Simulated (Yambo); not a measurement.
Yambo run on GaN (zinc blende, space group F-43m, No. 216). The wavefunctions come from this Quantum ESPRESSO step (PBE, PseudoDojo stringent norm-conserving files, scalar-relativistic):

```
&CONTROL
  calculation = 'nscf'
  pseudo_dir = './pseudo'
  outdir = './out'
/
&SYSTEM
  ibrav = 0
  nat = 2
  ntyp = 2
  ecutwfc = 114.0
  ecutrho = 456.0
  occupations = 'fixed'
  force_symmorphic = .true.
  nbnd = 149
/
&ELECTRONS
  conv_thr = 2e-09
  diago_full_acc = .true.
  diago_thr_init = 1e-08
/
ATOMIC_SPECIES
N 14.0070 N.upf
Ga 69.7230 Ga.upf
CELL_PARAMETERS angstrom
  0.000000000000   2.249800655000   2.249800655000
  2.249800655000   0.000000000000   2.249800655000
  2.249800655000   2.249800655000   0.000000000000
ATOMIC_POSITIONS crystal
N   0.250000000000   0.250000000000   0.250000000000
Ga   0.000000000000   0.000000000000   0.000000000000
K_POINTS automatic
6 6 6 0 0 0
```

Yambo input:

```
rim_cut
gw0
dyson
el_el_corr
HF_and_locXC
ppa
em1d
RandQpts= 1000000
RandGvec= 1 Ry
EXXRLvcs= 114 Ry
VXCRLvcs= 456 Ry
Chimod= "HARTREE"
% BndsRnXp
 5 | 146 |
%
NGsBlkXp= 18 Ry
% LongDrXp
 1.0 | 1.0 | 1.0 |
%
PPAPntXp= 27.2114 eV
% GbndRnge
 1 | 146 |
%
GTermKind= "BG"
DysSolver= "n"
ExtendOut
% QPkrange
 1 | 1 | 13 | 14 |
 4 | 4 | 13 | 14 |
 13 | 13 | 13 | 14 |
%
```

k points by index: 1 = Γ, 4 = L, 13 = X.

Table of the .qp output:

```
#    K-point    Band    Eo [eV]    E [eV]    E-Eo [eV]    Vxc [eV]    Vnlxc [eV]    Sc|Eo [eV]    Sc|E [eV]    dSc/dw|Eo [eV]    Re(Z)    Im(Z)
#
    1    13    0.000000    -0.674758    -0.674758    -19.12836    -22.55373    2.569780    2.750612    -7.291641    0.788665    -0.001136
    1    14    1.785499    2.061628    0.276129    -14.16787    -10.17438    -3.654975    -3.717359    -6.146289    0.815745    -0.982004E-3
    4    13    -0.969153    -1.746168    -0.777016    -17.99358    -21.78552    2.805793    3.014932    -7.323225    0.787944    -0.001176
    4    14    4.709229    5.161366    0.452138    -13.95875    -8.974842    -4.435805    -4.531773    -5.774703    0.824934    -0.949714E-3
    13    13    -2.707543    -3.659169    -0.951626    -16.13975    -20.46295    3.111373    3.371582    -7.439685    0.785295    -0.001266
    13    14    3.381154    3.570520    0.189366    -11.92344    -7.753595    -3.943464    -3.980481    -5.317017    0.836541    -0.930885E-3
```
(The two width columns are left out.) Convergence of these settings isn't established.

Spin-orbit coupling is not included.

Geometry relaxed with PBEsol.

This is not the ordinary phase of the substance; no match was found in the copy of COD used, and its stability was not checked.
